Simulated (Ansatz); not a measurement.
**Ag (Fm-3m): elasticity against pressure**

```
Ag
1.0
     0.00000    2.00048    2.00048
     2.00048    0.00000    2.00048
     2.00048    2.00048    0.00000
Ag
1
Cartesian
  0.0000 0.0000 0.0000
```

This is the zero-pressure cell. At each pressure cell and atoms are relaxed in this structure, and the constants are slopes of the stress at strains of ±0.005 with relaxed ions (the coefficients that govern stability under load). Level: LDA, PAW on Ansatz 0.2.0's default frozen-core files (fitted under PBE), scalar-relativistic; k mesh 24×24×24, strains of ±0.005, Fermi-Dirac smearing of 0.050 eV, cutoff 420 eV. P is the pressure of the relaxed cell, less that of this one.

```csv
P (GPa),V/V₀,C11 (GPa),C12 (GPa),C44 (GPa)
0.00,1.0000,173.4,122.1,68.0
1.01,?,?,?,?
2.03,0.9861,186.7,132.6,73.0
4.03,0.9735,199.5,142.9,77.8
7.03,0.9565,217.8,158.0,84.5
10.03,0.9411,235.1,172.9,90.8
15.04,0.9185,262.7,197.4,100.4
```

**Question.** Does the bulk modulus from the constants agree with the pressure-volume curve?

**Answer.** A third-order Birch-Murnaghan fit to the volumes shown (F against f, f = [(V₀/V)^(2/3) − 1]/2) gives B₀ = 139.2 GPa and B′ = 5.7. Its −V dP/dV stands beside (C11 + 2C12)/3:

```
P (GPa)  from P(V)  from the constants
   0.00      139.2               139.2
   2.03      150.6               150.6
   4.03      161.6               161.7
   7.03      177.8               177.9
  10.03      193.7               193.7
  15.04      219.6               219.2
```

**Question.** What are the pressure derivatives at zero pressure?

**Answer.** Slopes at V₀ of quadratic fits in −ln(V/V₀) through the first four rows shown, divided by B₀: dC11/dP = 6.7, dC12/dP = 5.2, dC44/dP = 2.5. The mean slopes up to 4.0 GPa are 6.5, 5.2, 2.4; curvature and scatter of the constants part the two. The combination (dC11/dP + 2 dC12/dP)/3 = 5.7 stands against B′.

**Question.** Fill the row at 1.01 GPa.

**Answer.** Cubic fits in −ln(V/V₀) through all rows shown give C11 = 180.1, C12 = 127.4, C44 = 70.5 GPa. Computed: V/V₀ = 0.9929, C11 (GPa) = 180.1, C12 (GPa) = 127.4, C44 (GPa) = 70.5.

**Question.** Does a shear stiffness soften?

**Answer.** C44 goes from 68.0 to 100.4 GPa; (C11 − C12)/2 goes from 25.6 to 32.6 GPa. Neither ends more than 3 % under its start, and the lattice stays mechanically stable over this range.

Known limits: no other phase was computed; many crystals of this kind change structure within this range, and rows or crossings beyond such a change describe a metastable lattice; frozen-core PAW files fitted under PBE, their cores solved anew for the functional of the run; responses of metals move with mesh and smearing; phonons weren't checked at these pressures.
